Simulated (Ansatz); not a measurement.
Input and command of a plane-wave DFT calculation in Ansatz:

```yaml
crystal:
  lattice:
    - [2.900501436, 0.0, -0.0435075215]
    - [-1.450250718, 2.5119079273, 0.0217537608]
    - [-0.042435, 0.0, 2.829]
  atoms:
    - { symbol: W, position: [0.0, 0.0, 0.0] }
    - { symbol: C, position: [0.6666666667, 0.3333333333, 0.5] }
basis:
  ecutwfc: 500
kpoints:
  mp_grid: { grid: [18, 18, 16] }
hamiltonian:
  xc: r2scan
scf:
  occupations: { method: gaussian, width: 0.15 }
output:
  forces: true
  stress: true
  eigenvalues: true
```

```bash
ansatz run input.yaml --threads 1 --pin off --max-ram 2560MiB --backend cpu --events-out ev --progress --plain --runs-dir out
```

Processor: Intel(R) Xeon(R) Processor @ 2.70GHz, 1 thread, on a host shared with other jobs.

Task: Estimate time, memory and problem size.

Result: About 53 s on 1 thread of Intel(R) Xeon(R) Processor @ 2.70GHz (shared host), peak memory 0.9 GiB. It solves 13 bands at 1379 k points (the mesh reduced by symmetry) with about 527 plane waves, in 6 SCF iterations.
